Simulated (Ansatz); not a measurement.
Relaxed bulk MoS2:

```cif
data_structure
_symmetry_space_group_name_H-M 'P 1'
_symmetry_Int_Tables_number 1
_cell_length_a 6.3471
_cell_length_b 6.3471
_cell_length_c 6.3471
_cell_angle_alpha 28.460
_cell_angle_beta 28.460
_cell_angle_gamma 28.460
_cell_volume 51.32
loop_
_atom_site_label
_atom_site_type_symbol
_atom_site_fract_x
_atom_site_fract_y
_atom_site_fract_z
_atom_site_occupancy
Mo1 Mo 0.00000 0.00000 0.00000 1
S1 S 0.75436 0.75436 0.75436 1
S2 S 0.24564 0.24564 0.24564 1
```

Miller indices refer to the conventional cell of R-3m (No. 166), a = 3.120 Å, b = 3.120 Å, c = 18.258 Å, α = 90.00°, β = 90.00°, γ = 120.00°.

Consider the (101) slab of 15 planes, 12.7 Å thick with 15 Å of vacuum as cut; outer planes Mo (top) and S (bottom), atoms at the bulk's places.

Method: DFT PBEsol, scalar-relativistic, plane waves, PAW in Ansatz. Plane waves to 420 eV, a k mesh through Γ of 11×6×1 on the computed 15-atom cell and Gaussian smearing (0.10 eV); no spin polarisation. The cell repeats along c with a dipole correction in the vacuum.

Question: Give the surface energy (mean of both faces).

Answer: 2.29 J/m².

Question: Predict the work function.

Answer: 3.90 eV (top), 6.28 eV (bottom).

Question: Give the dipole of the slab along +c, per cell.

Answer: 0.25 e·Å.

The reference crystal is a form of MoS2, which isn't its usual structure.